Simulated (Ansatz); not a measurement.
CH3Cl on a (100) slab of WC (P-6m2 (No. 187)), 6 planes, outer planes W (top) and C (bottom), 1 a cell of 32.9 Å², relaxed and still whole (its atoms last):

```xyz
29
Lattice="5.6653 0.0000 0.0000 0.0000 5.8038 0.0000 0.0000 0.0000 26.0118" Properties=species:S:1:pos:R:3 pbc="T T T"
C     1.4163    0.0000    8.0000
C     1.4163    2.9019    8.0000
C     4.2490    0.0000    8.0000
C     4.2490    2.9019    8.0000
W     0.0000    4.3529    8.8377
W     0.0000    1.4510    8.8377
W     2.8327    4.3529    8.8377
W     2.8327    1.4510    8.8377
C     1.4163    4.3529   10.5131
C     1.4163    1.4510   10.5131
C     4.2490    4.3529   10.5131
C     4.2490    1.4510   10.5131
W     0.0020    2.9021   11.3431
W    -0.0013    0.0000   11.3760
W     2.8327    2.9017   11.3416
W     2.8333   -0.0002   11.3752
C     1.4084    2.9011   13.0189
C     1.4159   -0.0022   13.0980
C     4.2583    2.9012   13.0160
C     4.2469   -0.0012   13.0717
W    -0.0028    1.4786   13.8495
W    -0.0047    4.3253   13.8495
W     2.8345    1.4877   13.8029
W     2.8366    4.3143   13.8045
C     1.3993    0.1368   17.0398
Cl   -0.1362    0.0178   15.9957
H     1.4247    1.1704   17.3974
H     1.2790   -0.6077   17.8343
H     2.2295   -0.0851   16.3537
```

These are results of Ansatz 0.2.0, DFT PBE+D3(BJ), scalar-relativistic, plane waves, PAW, not measurements. Plane waves to 420 eV, a k mesh through Γ of 4×3×1 on the computed 29-atom cell and Gaussian smearing (0.10 eV); no spin polarisation. The cell repeats along c with a dipole correction in the vacuum.

It binds with 0.90 eV a molecule against the clean slab and the free molecule (no zero-point or thermal terms); its shortest contact is Cl–W 2.60 Å. Take first-order desorption with no barrier to adsorption, no reaction on the face and an assumed prefactor of 10^13 s⁻¹.

Task: How long does a molecule stay at 473 K?

Result: τ = ν⁻¹·exp(E/k_BT) with k_BT = 0.0408 eV: E/k_BT = 22.1, so τ ≈ 4×10^-4 s. At about one hit a site a second (10⁻⁶ mbar) the coverage is near τ × 1 s⁻¹, so a layer needs roughly 3×10^-3 mbar.

Task: Where does its peak lie in a desorption experiment heated at 2 K/s?

Result: The peak obeys E/(k_B·T_p²) = (ν/β)·exp(−E/k_BT_p). Solving gives T_p ≈ 331 K (E/k_BT_p = 31.6). An error of 0.1 eV in E moves it by about 37 K, and larger molecules have larger prefactors, which lowers it.

Task: Is this physisorption or chemisorption?

Result: The tightest contact, Cl–W 2.60 Å, is 0.98 times the sum of covalent radii, and deformation and lateral interaction add up to +0.05 eV. This is chemisorption.

The molecule may also break up before it leaves, which wasn't tried.